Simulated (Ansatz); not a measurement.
Relaxed-ion elastic tensor of LiTaO$_{3}$ in space group P4mm (No. 99; Ta on 1b, Li on 1a, O on 1b, O on 2c) in GPa (Voigt order), plane-wave PAW PBEsol (Ansatz code); density 6.37 g/cm³, 12.30 Å³ per atom.

```
      1     2     3     4     5     6
-  ----  ----  ----  ----  ----  ----
1   350  45.0  98.2   0.0   0.0   0.0
2  45.0   350  98.2   0.0   0.0   0.0
3  98.2  98.2   238   0.0   0.0   0.0
4   0.0   0.0   0.0  46.2   0.0   0.0
5   0.0   0.0   0.0   0.0  46.2   0.0
6   0.0   0.0   0.0   0.0   0.0  97.9
```

### Question
Is the crystal mechanically stable?

### Answer
Yes: the smallest eigenvalue of C is 46.2 GPa.

### Question
Work out the Voigt, Reuss and Hill averages.

### Answer
K_V = 158, K_R = 156, K_H = 157; G_V = 84.4, G_R = 68.7, G_H = 76.6 GPa.

### Question
Give Young's modulus, Poisson's ratio, Pugh's ratio and the universal anisotropy index.

### Answer
E = 9KG/(3K + G) = 198 GPa; ν = 0.29; K/G = 2.05 (ductile by the Pugh limit of 1.75); A_U = 5G_V/G_R + K_V/K_R − 6 = 1.16.

### Question
Estimate the sound speeds and the Debye temperature.

### Answer
v_l = √((K + 4G/3)/ρ) = 6380 m/s, v_t = √(G/ρ) = 3470 m/s, mean 3870 m/s; Θ = (h/k)(3n/4πV)^(1/3) v_m = 499 K.

### Question
Solve the Christoffel equation for the three sound speeds along x, y, z.

### Answer
Eigenvalues of C_ijkl n_j n_l equal ρv² (piezoelectric stiffening left out). In km/s, slowest first: x 2.69, 3.92, 7.41; y 2.69, 3.92, 7.41; z 2.69, 2.69, 6.11.

### Question
How much does each axis shrink under pressure?

### Answer
Linear compressibilities β_i = Σ_j S_ij (j = 1 to 3): x 1.9, y 1.9, z 2.7 per TPa.

The start of the workflow was typed in or built on a structure type; neither database checked (COD, Materials Project) lists it. It is not the phase usual at ambient conditions (space group No. 161). The PBEsol relaxation kept the symmetry of its start. At this level the phase is dynamically unstable (imaginary phonons). The run is not spin-polarised. Scalar-relativistic: spin–orbit coupling is off unless named, which matters more the heavier the elements.

Potentials: the later of the program's two PAW sets.
